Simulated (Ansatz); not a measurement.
Au (fcc, Cu type)

```xyz
2
Lattice="0.0000 4.1572 4.1572 2.0786 0.0000 2.0786 2.0786 2.0786 0.0000" Properties=species:S:1:pos:R:3 pbc="T T T"
Au     0.0000     0.0000     0.0000
Au     2.0786     2.0786     4.1572
```

A phonon eigenvector at L = (0.5, 0.0, 0.0) is frozen into this cell: atom i moves by Q times the vector below, so Q is the largest atomic displacement, in Å. The cell is held. (q is in reciprocal vectors of the primitive cell; the cell shown is doubled to hold the pattern.)

| atom | x | y | z |
|---|---|---|---|
| Au1 | -0.577 | 0.577 | 0.577 |
| Au2 | 0.577 | -0.577 | -0.577 |

Calculation: PBE (plane waves to 420 eV, PAW, scalar-relativistic; Ansatz, a program for electronic structure). k mesh 19×19×19 (Γ-centred), Fermi-Dirac smearing 0.05 eV. The energy includes the smearing's −TS. Compression counts positive. With partly filled bands, energies and forces of such displacements shift with the k mesh and the smearing. Au was relaxed with its symmetry unable to fall. Spin-orbit coupling is left out, though Au is heavy. The zero of ΔE is the undisplaced structure.

| Q (Å) | P (GPa) | −dE/dQ from forces (eV/Å) | ΔE (meV/cell) |
|---|---|---|---|
| -0.180 | (withheld) | 6.242 | 505 |
| -0.150 | 7.8 | 4.880 | (withheld) |
| -0.120 | 4.9 | 3.692 | 210 |
| -0.090 | 2.7 | 2.645 | (withheld) |
| -0.060 | 1.2 | 1.705 | 50 |
| -0.030 | 0.3 | 0.836 | 12 |
| 0.000 | 0.0 | 0.000 | 0 |
| 0.030 | 0.3 | -0.836 | 12 |
| 0.060 | 1.2 | -1.705 | 50 |
| 0.090 | 2.7 | -2.645 | (withheld) |
| 0.120 | 4.9 | -3.692 | 210 |
| 0.150 | 7.8 | -4.880 | (withheld) |
| 0.180 | (withheld) | -6.242 | 505 |

**Question.** What belongs in the gaps?

**Answer.** 
- -0.180, P (GPa): 11.4
- -0.150, ΔE (meV/cell): 338
- -0.090, ΔE (meV/cell): 116
- 0.090, ΔE (meV/cell): 116
- 0.150, ΔE (meV/cell): 338
- 0.180, P (GPa): 11.4

(For displaced atoms, the force is minus the slope of the energy, and its curvature is a force constant, which sets phonon frequencies.)
